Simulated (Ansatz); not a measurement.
The relaxed structure here is a generated cell of SnO: the first start was made by placing the elements on the sites of a structure type, and the end was not matched to a known phase here, so it may be hypothetical. Known forms of SnO include space group No. 129.

A structure of SnO relaxed with PBEsol (plane waves to 420 eV, PAW, scalar-relativistic; Ansatz, a quantum-chemistry and plane-wave program); single points at other levels follow on the same geometry (Ansatz, PAW; HSE06 at 420 eV on a 6×6×4 k-mesh; no spin-orbit coupling). Space group P6₃/mmc (No. 194).

```yaml
crystal:
  lattice:
    - [4.11437, 0.00000, 0.00000]
    - [-2.05718, 3.56315, 0.00000]
    - [0.00000, 0.00000, 5.13368]
  atoms:
    - { symbol: Sn, position: [0.33333, 0.66667, 0.25000] }
    - { symbol: Sn, position: [0.66667, 0.33333, 0.75000] }
    - { symbol: O, position: [0.33333, 0.66667, 0.75000] }
    - { symbol: O, position: [0.66667, 0.33333, 0.25000] }
```

| level | gap (eV) | kind | conduction minimum |
|---|---|---|---|
| PBEsol | 0.33 | direct | H |
| HSE06 | (withheld) | – | (withheld) |

Q: What belongs in the gaps?

A: 
- HSE06, gap (eV): 0.79
- HSE06, conduction minimum: H

HSE06 gaps come from a coarse mesh plus a few chosen points, so they may be too large. No spin polarisation in the result.

The run could not lower the symmetry of its start; a shaken copy of this end point relaxes with PBEsol to P4/nmm (No. 129), 0.49 eV/atom lower.
